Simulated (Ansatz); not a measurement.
Values for one crystal, relaxed and computed with r²SCAN (plane waves, PAW; program Ansatz); other levels are named.

| Item | Result |
|---|---|
| Volume per atom | 21.44 Å³ |
| Band gap | 0.39 eV (direct) |
| Gap with spin–orbit coupling | 0.37 eV |
| Electron effective mass | 0.16, 0.16, 6.4 mₑ (principal values) |
| Valence-band maximum | at Γ |
| HSE06 gap on the r²SCAN cell | 0.90 eV |
| Electron effective mass with spin–orbit coupling | 0.16, 0.16, 6.4 mₑ (principal values) |

Pick the material that matches.
A. CsZn4P3, P4/mmm (Cs on 1b, Zn on 4i, P on 2h, P on 1a)
B. ZnSe, zinc blende
C. Cs2PdBr6, Fm-3m (Cs on 8c, Pd on 4a, Br on 24e)
D. ZnF2, Pbcn (Zn on 4c, F on 8d)

A, CsZn4P3, P4/mmm (Cs on 1b, Zn on 4i, P on 2h, P on 1a)

The first step of the workflow began from a Materials Project structure, measured or hypothetical; the Crystallography Open Database files this formula in space group No. 123, but the cells were not matched. Its standing as an ambient phase is unchecked. Symmetry was held in the r²SCAN relaxation; whether a distortion lowers the energy is not shown. Spin–orbit coupling is left out wherever it is not named.

Potentials: the later of the program's two PAW sets.
